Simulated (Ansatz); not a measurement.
Here is the system:

AgI:
```xyz
2
Lattice="0.0000 3.3141 3.3141 3.3141 0.0000 3.3141 3.3141 3.3141 0.0000" Properties=species:S:1:pos:R:3 pbc="T T T"
Ag     0.0000     0.0000     0.0000
I      1.6570     1.6570     1.6570
```

This is the PBE-relaxed structure.

Q: All from the program Ansatz at the PBE level (PAW), unless another level is named. Give the band gap.

A: 1.34 eV (direct).

Q: Next, the gap with spin–orbit coupling?

A: 1.12 eV.

Q: Predict the valence-band maximum.

A: at Γ.

Space group F-43m (zinc blende). The PBE relaxation kept the symmetry of its start. No spin polarisation was allowed. Spin–orbit coupling is left out wherever it is not named.

Potentials: the later of the program's two PAW sets.
